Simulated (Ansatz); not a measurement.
Ansatz (a quantum-chemistry and plane-wave program) input:

Ansatz 0.2 input:
```yaml
crystal:
  lattice:
    - [0.0, 2.2622519995, 2.2622519995]
    - [2.2622519995, 0.0, 2.2622519995]
    - [2.2622519995, 2.2622519995, 0.0]
  atoms:
    - { symbol: N, position: [0.0, 0.0, 0.0] }
    - { symbol: Zr, position: [0.5, 0.5, 0.5] }
kpoints:
  mp_grid: { grid: [16, 16, 16] }
hamiltonian:
  xc: lda
  pseudopotentials: { kind: paw }
scf:
  occupations: { method: fermi_dirac, width: 0.1 }
phonons:
  method: dfpt
  response_accuracy: low
  eigenvectors: true
  rigid_motions: translations
```

Output (shortened):

```
Pseudopotential: N, paw, valence charge 5
Pseudopotential: Zr, paw, valence charge 12
Functional definition: SPW92
Crystal: 2 atoms, lattice volume = 23.155 Å³
Basis set: ecut = 420 eV, 459 PW (Γ), exchange–correlation on 48×48×48 points (8 copies of the dense FFT grid, shifted against one another)
Bands: 13, of which v1, the nominal top of the filled ones, is band 9 counted from 1 (8 counted from 0)
Symmetry: 48 space group operations
k-points: 349 of 4096 (irreducible under 8 space group operations, time reversal used)
SCF iter   1: F=—  HF=-4455.357192 eV  |F-HF|=—  |Δ(HF+E_count)|=         —  Δρ=8.74e-3  dr2=1.68e-2  ethr=1.77e-3  ⟨swp⟩=5.0  Hψ=22012  notcnv=0
preconditioner: auto → none
SCF iter   2: F=—  HF=-4455.354969 eV  |F-HF|=—  |Δ(HF+E_count)|=   2.22e-3  Δρ=5.50e-3  dr2=7.44e-3  ethr=9.88e-5  ⟨swp⟩=1.0  Hψ=7329  notcnv=0
SCF iter   3: F=—  HF=-4455.353381 eV  |F-HF|=—  |Δ(HF+E_count)|=   1.59e-3  Δρ=7.99e-4  dr2=6.47e-5  ethr=4.38e-5  ⟨swp⟩=2.2  Hψ=5569  notcnv=0
SCF iter   4: F=—  HF=-4455.353353 eV  |F-HF|=—  |Δ(HF+E_count)|=   2.75e-5  Δρ=1.29e-4  dr2=2.63e-6  ethr=3.80e-7  ⟨swp⟩=2.2  Hψ=7505  notcnv=0
SCF iter   5: F=—  HF=-4455.353353 eV  |F-HF|=—  |Δ(HF+E_count)|=   4.76e-7  Δρ=2.34e-5  dr2=7.32e-8  ethr=1.55e-8  ⟨swp⟩=2.8  Hψ=7313  notcnv=0
SCF iter   6: F=—  HF=-4455.353353 eV  |F-HF|=—  |Δ(HF+E_count)|=   2.75e-7  Δρ=1.65e-6  dr2=1.86e-10  ethr=4.30e-10  ⟨swp⟩=2.2  Hψ=7336  notcnv=0
SCF iter   7: F=-4455.353353 eV  HF=-4455.353353 eV  |F-HF|=0.00e0  |Δ(HF+E_count)|=  1.64e-11  Δρ=1.12e-7  dr2=1.41e-12  ethr=1.00e-12  ⟨swp⟩=6.0  Hψ=19092  notcnv=0
SCF 1 converged in 7 iterations: F = -4455.353353 eV  dr2 = 1.41e-12
DFPT response loops at Γ: preconditioner auto → Kerker (q_TF=auto, 2.591 Å⁻¹) (partly filled bands, converged f_vac=0.000) …
SCF converged after 7 iterations
Free energy (F): -4455.353353 eV
Harris-Foulkes:  -4455.353353 eV  (|F-HF|=0.00e0)
Internal energy: -4455.333068 eV  (E = F + TS)
E sigma→0 (E₀):  -4455.343210 eV
Entropy (-TS):   -0.020285 eV (-10.142 meV/atom)
Fermi energy:    18.103829 eV
--- Per-component energies (eV) ---
  E_band       = -17.237806
  E_kinetic    = 470.055027
  E_local      = -604.906518  (includes V_loc(G=0)·N_el)
  E_nonlocal   = 128.778898
  E_hartree    = 181.212589
  E_xc         = -223.194797
  E_vxc        = -270.860258  (∫ρ·V_xc dr)
  E_paw        = -2966.636310  (= ΣΔE_a)
  E_vpaw       = -102.730270  (= ΣTr[D̂ρ^β])
  E_aug_tail   = 0.000113  (compensation charges beyond the density's cutoff)
  E_ewald      = -1441.092517
  E_core_change = 0.450445  (= ΣΔE_core)
  E_smearing   = -0.020285  (= −TS)
  E_closure    = 0.000000  (closes the sum)
  Σ components = -4455.353353   (vs F -4455.353353, Δ=0.00e0)
  [band-id]    e_kinetic+e_local+e_nonlocal+2·e_hartree+e_vxc+e_vpaw+e_augmentation_tail = -17.237829   (vs E_band -17.237806, Δ=-2.29e-5)
--- Band table (eV; the first three rows and the last of 349) ---
  k-point 0: bands = ["-31.2070", "-8.8293", "-8.8293", "-8.8293", "1.8805", "15.4204", "15.4204", "15.4204", "17.6626", "17.6626", "17.6626", "19.7598", "19.7598"]
  k-point 1: bands = ["-31.2006", "-8.8881", "-8.8334", "-8.8334", "1.9710", "15.0659", "15.1685", "15.1685", "17.7918", "17.7918", "17.7976", "20.0743", "20.0743"]
  k-point 2: bands = ["-31.1822", "-9.0516", "-8.8451", "-8.8451", "2.2274", "14.2589", "14.6010", "14.6010", "18.0557", "18.1232", "18.1232", "20.8741", "20.8741"]
  k-point 348: bands = ["-30.9788", "-9.5846", "-9.5846", "-9.3223", "3.0897", "12.5215", "13.3482", "13.3482", "19.1728", "19.1728", "22.9498", "23.1511", "24.3679"]
--- Phonons (Γ-DFPT): 2 representative perturbations + reference, on 349 of 4096 k-points (Σ response iterations 6) ---
  ASR residual: 3.418e-4 → 0.000e0 eV/Å²; symmetrization residual: 2.007e-5 eV/Å²
  ASR residual per site (eV/Å²): 6.36e-5 3.42e-4
  Γ frequencies (cm⁻¹): 0.00 0.00 0.00 512.78 512.78 512.78
  non-analytic LO–TO correction: not included (Born effective charges unavailable; polar crystals: no LO–TO splitting at Γ)
```

Cost: around 25 core-seconds (rough) on shared cores.

Space group Fm-3m (rock salt). The cell was relaxed with LDA under the symmetry of its start; of distortions, only those at the zone centre were tested. No spin polarisation was allowed. With an odd number of electrons in the cell and no spin polarisation, the count alone makes it a metal. As this level gives no gap, phonon frequencies hold no LO–TO term and depend on the k-mesh and smearing (Fermi–Dirac, 0.1 eV here). Spin–orbit coupling is left out wherever it is not named.

Potentials: the later of the program's two PAW sets.

Ansatz is a plane-wave DFT program.
